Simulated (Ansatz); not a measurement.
Q: Name crystals whose computed values (plane-wave PAW r²SCAN (Ansatz code)) fall in these windows: highest Γ mode, no LO–TO term (cm⁻¹) 220 to 310; B₀ by P(V) fit (GPa) 89 to 110.

A: 

```
crystal                          highest Γ mode, no LO–TO term (cm⁻¹)  B₀ by P(V) fit (GPa)
-------------------------------  ------------------------------------  --------------------
ScGe, Cmcm (Sc on 4c, Ge on 4c)                                   267                  97.0
```
Others may fit too.

Standing as an ambient phase not checked: ScGe, Cmcm (Sc on 4c, Ge on 4c). The cell was relaxed under the symmetry of its start. Rows with no word on spin ran without spin polarisation. Spin–orbit coupling is left out wherever it is not named.

Potentials: the later of the program's two PAW sets.
